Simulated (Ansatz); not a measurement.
Input deck for Ansatz 0.2.0, then the block of the output on the nuclei.

The cell is a computed structure from the Materials Project (it need not be an observed phase), atoms as given.

```yaml
crystal:
  lattice:
    - [9.3151743831, 0.0, 0.0]
    - [-4.6575871915, 8.0671776564, 0.0]
    - [0.0, 0.0, 3.67189698]
  atoms:
    - { symbol: Ca, position: [0.6666666667, 0.3333333333, 0.5] }
    - { symbol: Ca, position: [0.07770413, 0.43857097, 0.5] }
    - { symbol: Ca, position: [0.56142903, 0.63913316, 0.5] }
    - { symbol: Ca, position: [0.36086684, 0.92229587, 0.5] }
    - { symbol: Ca, position: [0.78139559, 0.05135147, 0.0] }
    - { symbol: Ca, position: [0.26995588, 0.21860441, 0.0] }
    - { symbol: Ca, position: [0.94864853, 0.73004412, 0.0] }
    - { symbol: H, position: [0.39132852, 0.17588052, 0.5] }
    - { symbol: H, position: [0.82411948, 0.215448, 0.5] }
    - { symbol: H, position: [0.30208439, 0.39210812, 0.5] }
    - { symbol: H, position: [0.784552, 0.60867148, 0.5] }
    - { symbol: H, position: [0.09002373, 0.69791561, 0.5] }
    - { symbol: H, position: [0.60789188, 0.90997627, 0.5] }
    - { symbol: H, position: [0.56493901, 0.11815694, 0.0] }
    - { symbol: H, position: [0.05750556, 0.28540611, 0.0] }
    - { symbol: H, position: [0.55321793, 0.43506099, 0.0] }
    - { symbol: H, position: [0.88184306, 0.44678207, 0.0] }
    - { symbol: H, position: [0.71459389, 0.77209945, 0.0] }
    - { symbol: H, position: [0.22790055, 0.94249444, 0.0] }
    - { symbol: Cl, position: [0.0, 0.0, 0.5] }
    - { symbol: Cl, position: [0.3333333333, 0.6666666667, 0.0] }
kpoints:
  mp_grid: { grid: [4, 4, 8] }
scf:
  occupations: { method: fermi_dirac, width: 0.05 }
hamiltonian:
  xc: pbe
  pseudopotentials: { kind: paw }
output:
  forces: true
  stress: true
  populations: true
  efg:
    quadrupole_moments_barn: { Ca: -0.0408, H: 0.00285783, Cl: -0.08112 }
    contact_densities: true
  write_density: true
  write_potential: true
  elf: true
  volumetric_format: npy
```

```sh
ansatz run input.yaml --threads 1 --pin off --max-ram 2560MiB --backend cpu --events-out ev --progress --plain --runs-dir out
```

Of the output, the block on the nuclei alone is shown; the set-up, the SCF iterations, energies, forces and stress are cut. One atom of each set with nearly equal values is shown.

```
--- PAW observables at the nuclei: V_zz in 10²¹ V/m², potentials from the cell's mean, atoms counted from 1 ---
  atom   1  Ca V_zz =    +1.605390   η = 0.0000   by run symmetry: allowed   C_q = -1.5838 MHz
            electrostatic potential = -2212.616587 V   contact ρ = 41254.029491 e/Å³
  atom   2  Ca V_zz =    -0.739918   η = 0.0063   by run symmetry: allowed   C_q = +0.7300 MHz
            electrostatic potential = -2212.549950 V   contact ρ = 41253.552838 e/Å³
  atom   5  Ca V_zz =    +1.563863   η = 0.0864   by run symmetry: allowed   C_q = -1.5428 MHz
            electrostatic potential = -2212.662652 V   contact ρ = 41253.296887 e/Å³
  atom   8  H  V_zz =    +0.074020   η = 0.5671   by run symmetry: allowed   C_q = +0.0051 MHz
            electrostatic potential = -42.524618 V   contact ρ = 2.930110 e/Å³
  atom  10  H  V_zz =    +0.040495   η = 0.7668   by run symmetry: allowed   C_q = +0.0028 MHz
            electrostatic potential = -42.466864 V   contact ρ = 2.837715 e/Å³
  atom  14  H  V_zz =    -0.024752   η = 0.9182   by run symmetry: allowed   C_q = -0.0017 MHz
            electrostatic potential = -41.915553 V   contact ρ = 2.708478 e/Å³
  atom  15  H  V_zz =    -0.056973   η = 0.2971   by run symmetry: allowed   C_q = -0.0039 MHz
            electrostatic potential = -42.556385 V   contact ρ = 2.875310 e/Å³
  atom  20  Cl V_zz =    +1.076541   η = 0.0000   by run symmetry: allowed   C_q = -2.1116 MHz
            electrostatic potential = -1774.200319 V   contact ρ = 24094.018017 e/Å³
  atom  21  Cl V_zz =    +1.448415   η = 0.0000   by run symmetry: allowed   C_q = -2.8410 MHz
            electrostatic potential = -1773.981542 V   contact ρ = 24093.887429 e/Å³
```

Hardware: 1 thread of Arm Neoverse V2 (aarch64; 8 cores open to the job, memory cap 2.5 GiB, no GPU), a shared host with a load of 0.4 a core. Wall time 47 s, CPU time 47 s, peak memory 0.59 GiB.
